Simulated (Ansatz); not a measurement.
According to PBEsol in the plane-wave PAW code Ansatz, Ag in the diamond structure (Fd-3m) relaxes to a = 6.040 Å. Ag has 4 nearest neighbours from 2.62 Å (tetrahedral).

Electronic character: metallic (no gap). Gap from PBEsol with spin–orbit coupling: none (metallic).

An equation-of-state fit gives a bulk modulus of 41.6 GPa. The relaxed-ion elastic constants in GPa are C11 = 33.3, C12 = 45.6, C44 = -13.3. The highest mode at Γ lies at 167 cm⁻¹.

The start of the workflow was typed in or built on a structure type; neither database checked (COD, Materials Project) lists it. It is not the phase usual at ambient conditions (space group No. 225). The cell was relaxed with PBEsol under the symmetry of its start. At this level the phase is mechanically unstable. No spin polarisation was allowed. As this level gives no gap, shear constants depend on the k-mesh and smearing (Fermi–Dirac, 0.1 eV here). As this level gives no gap, phonon frequencies hold no LO–TO term and depend on the k-mesh and smearing (Fermi–Dirac, 0.1 eV here). Spin–orbit coupling is left out wherever it is not named.

Potentials: the later of the program's two PAW sets.
